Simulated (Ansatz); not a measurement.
An element in the fcc structure gives these cold pressures by all-electron LAPW under PBEsol (Ansatz 0.2.0, scalar-relativistic, no spin polarisation).

```json
{"V (Å³/atom)": "30.04", "P (GPa)": "-0.01"}
{"V (Å³/atom)": "28.54", "P (GPa)": "2.73"}
{"V (Å³/atom)": "25.54", "P (GPa)": "11.40"}
{"V (Å³/atom)": "22.53", "P (GPa)": "27.5"}
{"V (Å³/atom)": "19.53", "P (GPa)": "58.8"}
{"V (Å³/atom)": "16.52", "P (GPa)": "123.4"}
{"V (Å³/atom)": "13.52", "P (GPa)": "271.0"}
{"V (Å³/atom)": "12.02", "P (GPa)": "416.2"}
```

Task: Which element is it?

Result: Pb. Its zero-pressure volume in this structure is near 30.0 Å³/atom; the volume and the steepness of P(V) together point to it, though neighbours can come close. This is the case that was computed; others weren't tested.
